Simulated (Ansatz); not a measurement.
An ordered 8-atom cell of Ga₄AsN₃ on the wurtzite lattice (Pm), relaxed with r2SCAN. It is monoclinic, Pm (No. 6); conventional cell a = 5.537 Å, b = 3.371 Å, c = 5.910 Å, β = 90.5°, 13.79 Å³ an atom. N has 4 Ga at 1.99–2.09 Å; N has 4 Ga at 1.94–2.04 Å; N has 4 Ga at 1.92–2.03 Å; As has 4 Ga at 2.29–2.35 Å; Ga has 3 N at 1.99–2.00 Å and 1 As at 2.32 Å; Ga has 2 N at 1.92–1.94 Å and 2 As at 2.29 Å; Ga has 4 N at 2.03–2.05 Å; Ga has 3 N at 2.03–2.09 Å and 1 As at 2.35 Å.

```cif
data_structure
_symmetry_space_group_name_H-M 'Pm'
_symmetry_Int_Tables_number 6
_cell_length_a 5.5372
_cell_length_b 3.3705
_cell_length_c 5.9104
_cell_angle_alpha 90.000
_cell_angle_beta 90.464
_cell_angle_gamma 90.000
_cell_volume 110.30
loop_
_atom_site_label
_atom_site_type_symbol
_atom_site_symmetry_multiplicity
_atom_site_Wyckoff_symbol
_atom_site_fract_x
_atom_site_fract_y
_atom_site_fract_z
_atom_site_occupancy
N1 N 1 a 0.99512 0.00000 0.68142 1
N2 N 1 b 0.00220 0.50000 0.15169 1
N3 N 1 b 0.49384 0.50000 0.83037 1
As1 As 1 a 0.51016 0.00000 0.34166 1
Ga1 Ga 1 a 0.35377 0.00000 0.70478 1
Ga2 Ga 1 b 0.35101 0.50000 0.12471 1
Ga3 Ga 1 b 0.85991 0.50000 0.83306 1
Ga4 Ga 1 a 0.93399 0.00000 0.33231 1
```

The questions ask for values computed with Ansatz 0.2.0 on this geometry. (Calculated; non-magnetic; the phase may be known or hypothetical.)

Question: Is there a gap with PBE, and of what kind?

Answer: PBE gives no gap: the lowest nominally empty band dips 0.42 eV below the top of the last filled one (its bottom at Γ–Z (0.20 of the way from Γ), the top at Y₂–Γ (0.50 of the way from Y₂)), so the cell is a metal or semimetal at this level.

Question: Estimate the gap with PBE+SOC on 6×8×4.

Answer: PBE+SOC gives no gap: the lowest nominally empty band dips 0.42 eV below the top of the last filled one (its bottom at Γ–Z (0.20 of the way from Γ), the top at Y₂–Γ (0.50 of the way from Y₂)), so the cell is a metal or semimetal at this level.

Question: How does the gap change from PBE to r2SCAN (6×8×4)?

Answer: With r2SCAN the bands overlap by 0.22 eV (counted from 1, band 41 peaks at B–Γ (0.50 of the way from B) and band 42 bottoms out at Γ–Z (0.20 of the way from Γ)): no gap.

Question: How does the gap change from PBE to HSE06 (4×4×4)?

Answer: With HSE06 the valence top lies at B–Γ (0.50 of the way from B) and the conduction bottom at Γ, 0.13 eV higher; the smallest vertical gap, at Γ, is 0.57 eV.

Question: What do these levels agree on?

Answer: The levels disagree on the kind of gap: indirect with HSE06; no gap with PBE, PBE+SOC, r2SCAN.

Only the levels marked +SOC include spin-orbit coupling.

Where an edge lies off the special points, it is a point of the mesh or the k point where a search put PBE's edge or least direct gap, reused for the other functionals, whose own edges may lie a little apart.

The meshes of the hybrids are coarse, so their gaps aren't converged to the digits shown.
